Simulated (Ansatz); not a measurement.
**Ca₂ZnAs₂H₄O₁₀ — Zn-67 nuclear quadrupole resonance**

Cell: a computed structure from the Materials Project (it need not be an observed phase), atoms as given.

Space group P-1 (No. 2); a = 5.6780, b = 5.9548, c = 7.1303 Å, α = 108.61°, β = 97.23°, γ = 109.64°.

```csv
site,Wyckoff,site symmetry,x,y,z
Ca,2i,1,0.1476,0.2942,0.7630
Zn,1d,-1,0.5000,0.0000,0.0000
H4,2i,1,0.4248,0.8423,0.3055
H6,2i,1,0.6575,0.1263,0.3957
As,2i,1,0.1745,0.3383,0.2475
O10,2i,1,0.9043,0.2458,0.0496
O12,2i,1,0.4214,0.0446,0.7278
O14,2i,1,0.2215,0.6540,0.3860
O16,2i,1,0.1411,0.1577,0.3928
O18,2i,1,0.4277,0.3480,0.1321
```

One atom of each set is listed.

Method: Kohn–Sham DFT in Ansatz, PBE, plane waves and PAW, scalar-relativistic, 420 eV cutoff, Γ-centred 5×5×4 k-points, Fermi–Dirac smearing 0.02 eV.

Zn-67: I = 5/2, Q = 122.0 mb (year-2017 value). Static lattice, zero field.

Question: At which frequencies do the Zn-67 NQR lines lie?

Answer: For I = 5/2 and η = 0 the lines are 3|C_Q|/20 and twice that; η pulls their ratio below 2.

```json
{"site": "Zn", "atoms": "1", "V_zz (10²¹ V/m²)": "-3.62", "C_Q (MHz)": "-10.7", "η": "0.46", "line frequencies (MHz)": "1.94, 3.08"}
```

The largest force is 0.3 eV/Å, so the atoms aren't at the calculated equilibrium and relaxing them would move these values.
